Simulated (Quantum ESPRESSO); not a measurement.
## Band energies of KF at -1.5 % isotropic strain

```
KF
1.0
    0.00000     2.61115     2.61115
    2.61115     0.00000     2.61115
    2.61115     2.61115     0.00000
F K
1 1
Cartesian
  2.61115   2.61115   2.61115
  5.22231   5.22231   5.22231
```

PBEsol (pw.x of Quantum ESPRESSO, ONCV potentials, without SOC); path ΓXWKΓLUWLK,UX; energies in eV from the valence-band maximum.

| k (1/Å) | point | band 4 | band 5 | band 6 | band 7 | band 8 | band 9 | band 10 | band 11 |
|---|---|---|---|---|---|---|---|---|---|
| 0.00 | Γ | -9.02 | -9.02 | 0.00 | 0.00 | 0.00 | 6.42 | 10.83 | 10.83 |
| 0.55 |  | -9.13 | -9.13 | -0.54 | -0.04 | -0.04 | 8.04 | 9.38 | 12.16 |
| 1.20 | X | -9.29 | -9.29 | -0.16 | -0.04 | -0.04 | 8.17 | 10.64 | 12.21 |
| 1.80 | W | -9.51 | -9.11 | -0.47 | -0.14 | -0.14 | 9.88 | 9.88 | 11.54 |
| 1.95 |  | -9.44 | -9.13 | -0.45 | -0.15 | -0.14 | 9.43 | 10.37 | 11.51 |
| 2.23 | K | -9.30 | -9.20 | -0.36 | -0.21 | -0.16 | 9.02 | 10.99 | 11.43 |
| 2.66 |  | -9.25 | -9.06 | -0.69 | -0.39 | -0.12 | 9.43 | 9.99 | 11.99 |
| 3.29 |  | -9.04 | -9.01 | -0.12 | -0.06 | -0.01 | 6.73 | 10.61 | 10.95 |
| 3.51 | Γ | -9.02 | -9.02 | 0.00 | 0.00 | 0.00 | 6.42 | 10.83 | 10.83 |
| 3.92 |  | -9.03 | -9.03 | -0.35 | -0.15 | -0.15 | 7.52 | 10.33 | 11.37 |
| 4.44 |  | -9.06 | -9.06 | -0.87 | -0.41 | -0.41 | 9.24 | 10.88 | 12.32 |
| 4.55 | L | -9.06 | -9.06 | -0.89 | -0.42 | -0.42 | 9.27 | 10.99 | 12.35 |
| 5.07 |  | -9.28 | -9.15 | -0.53 | -0.29 | -0.21 | 9.41 | 10.51 | 11.85 |
| 5.28 | U | -9.30 | -9.20 | -0.36 | -0.21 | -0.16 | 9.02 | 10.99 | 11.43 |
| 5.71 | W | -9.51 | -9.11 | -0.47 | -0.14 | -0.14 | 9.88 | 9.88 | 11.54 |
| 6.22 |  | -9.22 | -9.09 | -0.70 | -0.35 | -0.32 | 9.49 | 10.49 | 12.16 |
| 6.56 | L | -9.06 | -9.06 | -0.89 | -0.42 | -0.42 | 9.27 | 10.99 | 12.35 |
| 6.72 |  | -9.10 | -9.07 | -0.84 | -0.40 | -0.39 | 9.33 | 10.84 | 12.33 |
| 7.22 |  | -9.30 | -9.18 | -0.42 | -0.25 | -0.17 | 9.18 | 10.79 | 11.59 |
| 7.30 | K | -9.30 | -9.20 | -0.36 | -0.21 | -0.16 | 9.02 | 10.99 | 11.43 |
| 7.30 | U | -9.30 | -9.20 | -0.36 | -0.21 | -0.16 | 9.02 | 10.99 | 11.43 |
| 7.72 | X | -9.29 | -9.29 | -0.16 | -0.04 | -0.04 | 8.17 | 10.64 | 12.21 |

The PBEsol gap is direct, 6.42 eV at Γ.

Geometry strained from the cell relaxed with PBEsol, atoms relaxed again.
